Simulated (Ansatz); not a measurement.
# Structures of B2Te: which is lowest?

Plane-wave DFT in Ansatz with scalar-relativistic PAW potentials, cutoff 420 eV, Γ-centred meshes chosen by cell and gap, Gaussian smearing with energies taken to zero width. Every cell was relaxed (cell and atoms) in a run of its own, within the symmetry of its start. Functional: PBE.

Relaxed structures (starts from databases or built by putting these elements on another compound's sites):
A. I4/mmm, 3 atoms in the computed cell, a = 2.863 Å, c = 10.091 Å; sites (symmetry × multiplicity) B 4mm × 4, Te 4/mmm × 2; start: built
B. P6_422, 9 atoms in the computed cell, a = 6.226 Å, c = 3.697 Å; sites (symmetry × multiplicity) B ..2 × 6, Te 222 × 3; start: built

Problem. Rank them by energy. Could pressure change the order?

Solution.
```csv
structure,group,E − E(lowest) (meV/atom),V (Å³/atom),gap on mesh (eV)
B,P6_422,0.0,13.79,0.00
A,I4/mmm,462,13.79,0.00
```

B is lowest, 462 meV/atom under A. The two lowest differ in volume by under 3 %, too little for a first-order estimate of what pressure does to that pair (other pairs aren't weighed here); with rigid cells even 3 % in favour of the higher one would need about 179 GPa. Other structures may lie lower than all of these, and vibrations aren't counted.

Spin-orbit coupling is left out, which matters for the bands of heavy elements.